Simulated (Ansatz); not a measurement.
A relaxed 1×1 slab of 6 planes, cut along (0001) from a hcp crystal of one element, has a cell area of 6.02 Å² and a bulk spacing of 2.546 Å between its first planes. All-electron LAPW in Ansatz 0.2.0 (PBE, scalar-relativistic, no spin polarisation) gives γ = 0.31 J/m², Φ = 4.13 eV and a change of the outer spacing of -0.9 %. The hcp structure needn't be the element's own.

Task: Which element is it?

Result: Zn. Neighbours weren't tried against these numbers.
